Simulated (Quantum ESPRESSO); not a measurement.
## Zr3Ta2IrAuPt (input and log of a self-consistent run)

A calculation, not a measurement. The program is pw.x of Quantum ESPRESSO 7.5 (plane-wave density functional theory). The cell is made up: eight metal atoms on a face-centred cubic lattice, with elements, volume, strain and displacements drawn at random and not relaxed, so it may be unstable or far from any real phase. PseudoDojo standard norm-conserving files set the functional (PBE unless stated); there is no spin polarisation or spin-orbit coupling, the Fermi-Dirac width of 0.25 eV means electrons at about 2900 K, and the masses in the input are unused placeholders. Heavy elements are run without spin-orbit coupling, which real alloys of them have. A spin test at this wide smearing found no moment, but such smearing suppresses magnetism that the real alloy may have.

Input:

```
&control calculation='scf', pseudo_dir='./dojo.nc.sr.pbe.v0_5.standard.upf', outdir='./o', disk_io='minimal', tprnfor=.true., tstress=.true. /
&system ibrav=0, nat=8, ntyp=5, nbnd=75, ecutwfc=84.00895049, nosym=.true., tot_charge=0,
 occupations='smearing', smearing='fd', degauss=0.0183746611
/
&electrons conv_thr=1.470e-08, electron_maxstep=70, mixing_beta=0.5 /
ATOMIC_SPECIES
Au 1.0 Au.upf
Ir 1.0 Ir.upf
Pt 1.0 Pt.upf
Ta 1.0 Ta.upf
Zr 1.0 Zr.upf
CELL_PARAMETERS angstrom
2.0726 4.1452 2.0726
2.0726 -4.1452 2.0726
2.0726 0.0 -6.2178
ATOMIC_POSITIONS angstrom
Zr -0.0555 -0.0323 -0.0105
Ta 2.1238 -2.0395 -0.0226
Zr 2.0829 -0.0137 -2.011
Ta 4.1152 -2.0596 -2.0017
Ir 2.1172 0.0133 2.0925
Au 2.1166 2.1393 0.009
Zr 4.1462 -0.0118 0.0657
Pt 4.2015 1.9942 -2.0666
K_POINTS automatic
5 5 4 1 1 1
```

The log is shortened where brackets say so; the opening notice, blank lines, dates and the lines on written files are dropped, and the path of the files is cut. It prints rydbergs, bohrs and kilobars, and counts compression as positive stress. Its total energy is the free energy E - TS of the whole cell.

```
     Program PWSCF v.7.5
     Parallel version (MPI & OpenMP), running on       4 processor cores
     Number of MPI processes:                 4
     Threads/MPI process:                     1
     [start-up lines left out]
     bravais-lattice index     =            0
     lattice parameter (alat)  =       9.5938  a.u.
     unit-cell volume          =     961.3091 (a.u.)^3
     number of atoms/cell      =            8
     number of atomic types    =            5
     number of electrons       =       116.00
     number of Kohn-Sham states=           75
     kinetic-energy cutoff     =      84.0090  Ry
     charge density cutoff     =     336.0358  Ry
     scf convergence threshold =      1.5E-08
     mixing beta               =       0.5000
     number of iterations used =            8  plain     mixing
     Exchange-correlation= PBE
                           (   1   4   3   4   0   0   0)
     [axes and pseudopotential details left out]
   Cartesian axes
     site n.     atom                  positions (alat units)
         1        Zr     tau(   1) = (  -0.0109321  -0.0063623  -0.0020682  )
         2        Ta     tau(   2) = (   0.4183334  -0.4017285  -0.0044516  )
         3        Zr     tau(   3) = (   0.4102771  -0.0026985  -0.3961147  )
         4        Ta     tau(   4) = (   0.8105874  -0.4056876  -0.3942828  )
         5        Ir     tau(   5) = (   0.4170333   0.0026198   0.4121681  )
         6        Au     tau(   6) = (   0.4169151   0.4213865   0.0017728  )
         7        Zr     tau(   7) = (   0.8166936  -0.0023243   0.0129412  )
         8        Pt     tau(   8) = (   0.8275862   0.3928055  -0.4070664  )
     number of k points=    50  Fermi-Dirac smearing, width (Ry)=  0.0184
                       cart. coord. in units 2pi/alat
        k(    1) = (   0.2602583   0.0000000  -0.0153093), wk =   0.0400000
        k(    2) = (   0.4133514   0.0000000  -0.1684024), wk =   0.0400000
     [further k points left out]
     Dense  grid:    99897 G-vectors     FFT dimensions: (  60,  60,  75)
     Estimated max dynamical RAM per process >     388.17 MB
     Estimated total dynamical RAM >       1.44 GB
     Initial potential from superposition of free atoms
     starting charge     115.9907, renormalised to     116.0000
     Starting wfcs are   80 randomized atomic wfcs
     total cpu time spent up to now is        6.3 secs
     per-process dynamical memory:   294.0 Mb
     Self-consistent Calculation
     iteration #  1     ecut=    84.01 Ry     beta= 0.50
     Davidson diagonalization with overlap
     ethr =  1.00E-02,  avg # of iterations =  2.9
     total cpu time spent up to now is       21.9 secs
     total energy              =   -1350.42229574 Ry
     estimated scf accuracy    <       3.20316520 Ry
     iteration #  2     ecut=    84.01 Ry     beta= 0.50
     Davidson diagonalization with overlap
     ethr =  2.76E-03,  avg # of iterations =  3.1
     total cpu time spent up to now is       37.5 secs
     total energy              =   -1351.43991802 Ry
     estimated scf accuracy    <       7.47651423 Ry
     iteration #  3     ecut=    84.01 Ry     beta= 0.50
     Davidson diagonalization with overlap
     ethr =  2.76E-03,  avg # of iterations =  2.0
     total cpu time spent up to now is       50.7 secs
     total energy              =   -1352.11005197 Ry
     estimated scf accuracy    <       1.69063794 Ry
     iteration #  4     ecut=    84.01 Ry     beta= 0.50
     Davidson diagonalization with overlap
     ethr =  1.46E-03,  avg # of iterations =  1.0
     total cpu time spent up to now is       61.8 secs
     total energy              =   -1352.21710573 Ry
     estimated scf accuracy    <       0.26887789 Ry
     iteration #  5     ecut=    84.01 Ry     beta= 0.50
     Davidson diagonalization with overlap
     ethr =  2.32E-04,  avg # of iterations =  2.1
     total cpu time spent up to now is       74.0 secs
     total energy              =   -1352.21203589 Ry
     estimated scf accuracy    <       0.08951887 Ry
     [iterations 6 to 13 left out]
     iteration # 14     ecut=    84.01 Ry     beta= 0.50
     Davidson diagonalization with overlap
     ethr =  1.38E-09,  avg # of iterations =  2.1
     total cpu time spent up to now is      199.5 secs
     total energy              =   -1352.23399474 Ry
     estimated scf accuracy    <       0.00000133 Ry
     iteration # 15     ecut=    84.01 Ry     beta= 0.50
     Davidson diagonalization with overlap
     ethr =  1.15E-09,  avg # of iterations =  2.0
     total cpu time spent up to now is      212.4 secs
     total energy              =   -1352.23399487 Ry
     estimated scf accuracy    <       0.00000040 Ry
     iteration # 16     ecut=    84.01 Ry     beta= 0.50
     Davidson diagonalization with overlap
     ethr =  3.44E-10,  avg # of iterations =  2.0
     total cpu time spent up to now is      225.0 secs
     total energy              =   -1352.23399492 Ry
     estimated scf accuracy    <       0.00000007 Ry
     iteration # 17     ecut=    84.01 Ry     beta= 0.50
     Davidson diagonalization with overlap
     ethr =  6.06E-11,  avg # of iterations =  2.0
     total cpu time spent up to now is      237.7 secs
     total energy              =   -1352.23399493 Ry
     estimated scf accuracy    <       0.00000003 Ry
     iteration # 18     ecut=    84.01 Ry     beta= 0.50
     Davidson diagonalization with overlap
     ethr =  2.21E-11,  avg # of iterations =  2.0
     total cpu time spent up to now is      250.6 secs
     End of self-consistent calculation
     [lines on levels left out]
!    total energy              =   -1352.23399493 Ry
     estimated scf accuracy    <          6.2E-09 Ry
     smearing contrib. (-TS)   =      -0.11426355 Ry
     internal energy E=F+TS    =   -1352.11973138 Ry
     The total energy is F=E-TS. E is the sum of the following terms:
     one-electron contribution =    -302.61294724 Ry
     hartree contribution      =     214.05023153 Ry
     xc contribution           =    -263.10039666 Ry
     ewald contribution        =   -1000.45661901 Ry
     convergence has been achieved in  18 iterations
     Forces acting on atoms (cartesian axes, Ry/au):
     atom    1 type  5   force =     0.00947951    0.01648567    0.02508297
     atom    2 type  4   force =    -0.05023306   -0.01461032    0.06325567
     atom    3 type  5   force =     0.04166824    0.01948078   -0.05307013
     atom    4 type  4   force =     0.04415441   -0.01907783   -0.04742079
     atom    5 type  2   force =    -0.02123522   -0.00370436   -0.00421425
     atom    6 type  1   force =    -0.02344312   -0.03345772    0.01198240
     atom    7 type  5   force =    -0.00980361    0.01162137    0.01531086
     atom    8 type  3   force =     0.00941285    0.02326241   -0.01092674
     Total force =     0.143990     Total SCF correction =     0.000303
     Computing stress (Cartesian axis) and pressure
          total   stress  (Ry/bohr**3)                   (kbar)     P=       92.01
   0.00058979   0.00005270   0.00011805           86.76        7.75       17.37
   0.00005270   0.00068114   0.00004308            7.75      100.20        6.34
   0.00011805   0.00004308   0.00060548           17.37        6.34       89.07
     init_run     :      5.74s CPU      6.01s WALL (       1 calls)
     electrons    :    238.86s CPU    244.21s WALL (       1 calls)
     forces       :      2.49s CPU      2.50s WALL (       1 calls)
     stress       :      8.00s CPU      8.18s WALL (       1 calls)
     [timing details left out]
     PWSCF        :   4m15.42s CPU   4m21.27s WALL
     JOB DONE.
```

In other units: free energy -18398.081 eV for the cell, pressure 9.20 GPa, largest force component 1.626 eV/Å in size. The run took 263 s of wall time with four MPI processes on a shared machine (Intel Xeon, 2023 or later, virtual cores), so the time is rough. A rerun of this cell at a higher cutoff and on a denser mesh moved values by no more than 0.005 eV in energy, 0.03 GPa in stress and 0.006 eV/Å in force, and a second program with other atomic files agreed on that cell to 2 % rms in force and 0.5 GPa in pressure.